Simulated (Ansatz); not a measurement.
SnO2 (P4_2/mnm) from a database structure, relaxed with r2SCAN, was run in the PAW code Ansatz under altered settings. All numbers are computed, without spin polarisation but where a row says otherwise.

```yaml
crystal:
  lattice:
    - [4.76051, 0.00000, 0.00000]
    - [0.00000, 4.76070, 0.00000]
    - [0.00000, 0.00000, 3.20005]
  atoms:
    - { symbol: Sn, position: [0.50000, 0.50000, 0.50000] }
    - { symbol: Sn, position: [0.00000, 0.00000, 0.00000] }
    - { symbol: O, position: [0.30583, 0.30592, 0.00000] }
    - { symbol: O, position: [0.80583, 0.19408, 0.50000] }
    - { symbol: O, position: [0.19417, 0.80592, 0.50000] }
    - { symbol: O, position: [0.69417, 0.69408, 0.00000] }
```

The base run's other keys:
```yaml
kpoints:
  mp_grid: { grid: [4, 4, 6] }
hamiltonian:
  xc: r2scan
scf:
  occupations: { method: fixed }
  n_extra_bands: 5
```

It takes 7 iterations with 1867 plane waves at 500 eV and 36 k points, and leaves a mean stress of -0.02 GPa. The gap over this mesh is 1.767 eV. It ran on 4 threads of AMD EPYC (Zen 3), with other jobs on the host.

Outcomes, with energy and stress as changes against the base:
```
                               setting            outcome  ΔF (meV/atom)  Δ mean stress (GPa)  gap on the mesh (eV)  iterations  wall time
                      basis.xc_grid: 1          converged           -0.1                +0.01                 1.767           7      5.3 s
scf.occupations: methfessel_paxton 0.5  converged, warned            0.0                -0.01                 1.767           7      5.8 s
                    scf.mixing.ndim: 1          converged            0.0                 0.00                 1.767          19      9.1 s
scf.occupations: methfessel_paxton 0.2          converged            0.0                 0.00                 1.767           7      6.1 s
             scf.occupations: cold 0.2          converged            0.0                 0.00                 1.767           7      6.4 s
          hamiltonian.dispersion: d3bj  converged, warned           -104                -1.39                 1.767           7      6.4 s
                    basis.ecutwfc: 300  converged, warned           +296                +0.89                 1.700           8      3.9 s
                  scf.mixing.beta: 1.0          converged            0.0                 0.00                 1.767           7      6.1 s
       kpoints.mp_grid.grid: [5, 5, 5]          converged           +0.1                 0.00                 1.767           7      4.9 s
        scf.occupations: gaussian 0.05          converged            0.0                 0.00                 1.768           7      5.8 s
         hamiltonian.dispersion: rvv10          converged              –                -1.39                 1.741           7      9.3 s
                scf.mixing.beta: 0.005          converged            0.0                 0.00                 1.767          15      8.8 s
```
A dash marks a value that wasn't obtained or can't be compared. Stress is positive in compression. The base took 6.4 s.

- scf.occupations: methfessel_paxton 0.5. Energy, stress and gap stay within 1 meV an atom, 0.1 GPa and 0.005 eV of the base. The term −TS is +0.2 meV an atom, of a sign that arises since this scheme's broadening is partly negative. Warned: smearing energy in gap.
- hamiltonian.dispersion: d3bj. The free energy moves by -104 meV an atom, the mean stress by -1.39 GPa and the gap on the mesh by 0.000 eV (to 1.767). A pairwise correction adds to energy, forces and stress and leaves the bands alone. Warned: dispersion damping borrowed.
- basis.ecutwfc: 300. 865 plane waves in place of 1867. The free energy moves by +296 meV an atom, the mean stress by +0.89 GPa and the gap on the mesh by -0.068 eV (to 1.700). The basis is too small: these are errors of the cutoff. Warned: cutoff below recommended.
- hamiltonian.dispersion: rvv10. The mean stress moves by -1.39 GPa and the gap on the mesh by -0.026 eV (to 1.741).

Within 1 meV an atom, 0.1 GPa and 0.005 eV of the base stay: basis.xc_grid: 1; scf.occupations: methfessel_paxton 0.5; scf.mixing.ndim: 1; scf.occupations: methfessel_paxton 0.2; scf.occupations: cold 0.2; scf.mixing.beta: 1.0; kpoints.mp_grid.grid: [5, 5, 5]; scf.occupations: gaussian 0.05; scf.mixing.beta: 0.005.

Spin-orbit coupling is left out, which matters wherever the heavy atoms make up the band edges.
